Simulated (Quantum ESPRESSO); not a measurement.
# Band energies of N

```xyz
4
Lattice="4.0841 0.0000 0.0000 0.0000 4.0841 0.0000 0.0000 0.0000 5.3459" Properties=species:S:1:pos:R:3 pbc="T T T"
N      3.6931     3.6931     0.0000
N      0.3909     0.3909     0.0000
N      2.4330     1.6511     2.6730
N      1.6511     2.4330     2.6730
```

PBEsol (pw.x of Quantum ESPRESSO, ONCV potentials, scalar-relativistic); path ΓXMΓZRAZ,XR,MA; energies in eV from the valence-band maximum.

```csv
k (1/Å),point,band 6,band 7,band 8,band 9,band 10,band 11,band 12,band 13
0.00,Γ,-1.49,-1.49,-1.40,-1.01,-0.20,6.85,7.72,8.09
0.55,,-1.72,-1.64,-1.56,-0.42,-0.15,7.56,7.92,7.93
0.77,X,-1.70,-1.70,-1.70,-0.23,-0.23,7.88,7.88,7.89
1.10,,-1.77,-1.68,-1.68,-0.14,-0.14,7.80,7.80,8.16
1.54,M,-1.85,-1.65,-1.65,-0.03,-0.03,7.65,7.65,8.64
1.65,,-1.84,-1.66,-1.64,-0.05,-0.03,7.66,7.67,8.58
2.30,,-1.68,-1.57,-1.45,-0.67,-0.14,7.17,7.90,8.00
2.63,Γ,-1.49,-1.49,-1.40,-1.01,-0.20,6.85,7.72,8.09
2.86,,-1.57,-1.50,-1.50,-0.82,-0.23,6.93,7.63,8.09
3.21,Z,-1.89,-1.51,-1.51,-0.44,-0.44,7.26,7.26,8.08
3.43,,-1.88,-1.51,-1.51,-0.41,-0.41,7.35,7.35,8.05
3.98,R,-1.83,-1.50,-1.50,-0.29,-0.29,7.52,7.52,8.18
4.08,,-1.84,-1.50,-1.50,-0.27,-0.27,7.54,7.54,8.19
4.56,,-1.90,-1.65,-1.65,-0.03,-0.03,7.68,7.68,8.54
4.75,A,-1.90,-1.69,-1.69,0.00,0.00,7.69,7.69,8.64
5.05,,-1.83,-1.67,-1.59,-0.09,-0.07,7.67,7.70,8.37
5.64,,-1.83,-1.54,-1.49,-0.42,-0.40,7.32,7.36,8.02
5.84,Z,-1.89,-1.51,-1.51,-0.44,-0.44,7.26,7.26,8.08
5.84,X,-1.70,-1.70,-1.70,-0.23,-0.23,7.88,7.88,7.89
6.04,,-1.77,-1.61,-1.61,-0.25,-0.25,7.71,7.71,8.04
6.43,R,-1.83,-1.50,-1.50,-0.29,-0.29,7.52,7.52,8.18
6.43,M,-1.85,-1.65,-1.65,-0.03,-0.03,7.65,7.65,8.64
7.02,A,-1.90,-1.69,-1.69,0.00,0.00,7.69,7.69,8.64
```

The PBEsol gap is indirect, 6.85 eV, from A to Γ; the smallest direct gap is 7.05 eV.

Geometry of the Materials Project entry, not relaxed at this level.

The structure is a Materials Project entry; no match was found in the copy of COD used, and its stability was not checked.

The distance between layers or molecules is the database entry's, not relaxed here. Functionals without dispersion can leave it too large, which widens gaps and weakens the response across layers: the numbers belong to this cell.
